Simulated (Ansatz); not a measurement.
SiGe:
```xyz
4
Lattice="3.9197 0.0000 0.0000 0.0000 3.9256 0.0000 0.0000 0.0000 5.5340" Properties=species:S:1:pos:R:3 pbc="T T T"
Si     2.9398     0.0000     4.8713
Si     0.9799     0.0000     0.6628
Ge     0.9799     1.9628     2.0429
Ge     2.9398     1.9628     3.4911
```

Relaxed with PBEsol. Special points in fractions of this cell's reciprocal vectors: Γ (0.000, 0.000, 0.000); X (0.500, 0.000, 0.000); S (0.500, 0.500, 0.000); Y (0.000, 0.500, 0.000); Z (0.000, 0.000, 0.500); U (0.500, 0.000, 0.500); R (0.500, 0.500, 0.500); T (0.000, 0.500, 0.500).

List the band energies nearest the valence-band maximum at these points for PBEsol with spin–orbit coupling in the plane-wave PAW code Ansatz.

In eV from the valence-band maximum; about four levels below and three above (degenerate sets whole), none deeper than 8.9 eV; points with the same levels are listed once.

```
k                    below                above
-  -----------------------  -------------------
Γ    -0.07 -0.07 0.00 0.00  0.44 0.44 0.65 0.65
X  -1.54 -1.54 -1.54 -1.54  2.09 2.09 2.09 2.09
S  -3.00 -3.00 -3.00 -3.00  0.25 0.25 0.25 0.25
Y  -1.80 -1.80 -1.25 -1.25  1.76 1.76 2.45 2.45
Z  -2.06 -2.06 -1.81 -1.81  0.61 0.61 1.12 1.12
U  -1.35 -1.35 -1.35 -1.35  0.70 0.70 0.70 0.70
R  -3.96 -3.96 -3.96 -3.96  4.13 4.13 4.13 4.13
T  -1.34 -1.34 -1.04 -1.04  0.26 0.26 1.16 1.16
```

Space group Pmma. The start of the workflow was typed in or built on a structure type; neither database checked (COD, Materials Project) lists it. Its standing as an ambient phase is unchecked. Symmetry was held in the PBEsol relaxation; whether a distortion lowers the energy is not shown.

Potentials: the earlier of the program's two PAW sets. The files were generated under PBE; for other functionals the program regenerates the frozen cores, and for LDA and PBEsol the local potential too.
